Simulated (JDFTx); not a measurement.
TiTe2 monolayer taken from bulk TiTe2 (space group P-3m1, lattice of the Materials Project entry mp-1907, not re-optimised): 3 atoms in 3 planes, a 1x1 cell of 12.67 Å² (|a| = 3.824, |b| = 3.824 Å), 3.4 Å between the outermost planes, Te outermost, cell height 19.4 Å, 6×6×1 k mesh, Fermi smearing 0.01 Ha, no spin polarisation. Whether this polymorph is the ambient one wasn't checked. A free-standing single layer at the bulk's in-plane lattice is a model cell. Neither spin polarisation nor a larger cell was tried.

Level of theory: PBE, GBRV ultrasoft potentials, plane waves to 20/100 Ha; code: a modified build of JDFTx. Liquid on both sides: CANDLE, water, 1 M NaF; nuclei fixed. On the negative side CANDLE's cavity feels the periodic box, so those points shift with the cell height.

Charging data:

```
U − U_pzc (V)  σ (μC/cm²)
-------------  ----------
-0.70              -10.72
-0.50               -6.78
-0.30               -3.74
0.00                 0.00
0.50                 4.94
0.70                 7.02
0.79                 8.00
```

A calculation by hand: a check of Lippmann's equation. The grand free energy per area against the neutral slab, Δγ = [F(N) − F(N₀) − μ(N − N₀)]/2A, is taken from the total energies of the same runs.

| U − U_pzc (V) | Δγ (mJ/m²) |
|---|---|
| -0.70 | -33.0 |
| -0.50 | -15.7 |
| -0.30 | -5.3 |
| 0.00 | 0.0 |
| 0.50 | -12.1 |
| 0.70 | -24.0 |
| 0.79 | -30.9 |

Δγ is largest at zero charge and falls away from it, as dγ/dU = −σ demands. At 0.79 V the computed -30.9 mJ/m² stands beside -31.5 mJ/m² from the constant-capacitance formula.
